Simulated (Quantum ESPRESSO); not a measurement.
## One change at a time to Al4ReRuScTi

Calculated results; nothing here was measured. They come from Quantum ESPRESSO 7.5, a public plane-wave density functional program. Each row is one single-point run on a made-up periodic cell of eight metal atoms, with elements, volume, strain and displacements drawn at random and not relaxed, so a cell may be unstable or far from any real phase. There is no spin polarisation or spin-orbit coupling.

Settings: PBE unless stated; PseudoDojo standard norm-conserving files; Fermi-Dirac width 0.25 eV, which means electrons at about 2900 K; cutoff 1143 eV; 5 x 5 x 4 k mesh shifted half a step off Gamma. E is the free energy of the whole cell (internal energy minus TS), so a -TS column is already part of it. Stress is positive in tension, and the pressure P is minus a third of its trace.

Checks: one run of this series was repeated at a higher cutoff and on a denser mesh, which moved values by no more than 0.004 eV, 0.02 GPa and 0.004 eV/Å, and a second program with other atomic files agreed on it to 2 % rms in force and 0.5 GPa in pressure. Known limits: heavy elements are run without spin-orbit coupling, which real alloys of them have; a spin test at this wide smearing found no moment, but such smearing suppresses magnetism that the real alloy may have.

The lattice is face-centred cubic, and the cell vectors in Å are (2.063, 4.193, 2.115); (2.068, -4.177, 2.078); (2.113, -0.029, -6.336), a volume of 146.59 Å³ in run 1. The elements on sites 1 to 8 are Sc Ti Al Ru Al Al Re Al. Each later run makes one change to run 1 and keeps the rest. E is counted from run 1, and is n/a where other atomic files have another zero of energy.

| run | change | V (Å³) | P (GPa) | -TS (eV) | rms force (eV/Å) | largest change of a force component (eV/Å) | E (eV) |
|---|---|---|---|---|---|---|---|
| 1 | none | 146.59 | -14.11 | -1.506 | 0.517 | 0.000 | 0.000 |
| 2 | sites 1 and 3 exchanged | 146.59 | -14.00 | -1.444 | 0.481 | 0.710 | -0.010 |
| 3 | all lengths scaled by -1.84 % | 138.64 | -9.78 | -1.412 | 0.549 | 0.148 | ? |
| 4 | PBEsol in place of PBE | 146.59 | -17.19 | -1.508 | 0.525 | 0.057 | n/a |
| 5 | Pd on site 7 | 146.59 | -11.25 | -1.302 | 0.467 | 0.613 | n/a |
| 6 | site 6 moved by -0.11 Å along y | 146.59 | -14.09 | -1.504 | 0.496 | 0.564 | -0.020 |

## Worked estimate

Along a uniform scaling dE = -P dV. The mean of the two pressures is -11.945 GPa and the volume changes by -7.95 Å³, with 160.2 GPa to one eV/Å³. The same two rows give -V dP/dV = 78 GPa for this cell with clamped atoms, which is not the bulk modulus of a real alloy.

## Withheld value

Question: what E should run 3 give?

The estimate is -0.593 eV. The calculation gave -0.598 eV. The mean of two end points misses the curvature of P, and the finite cutoff adds a little.
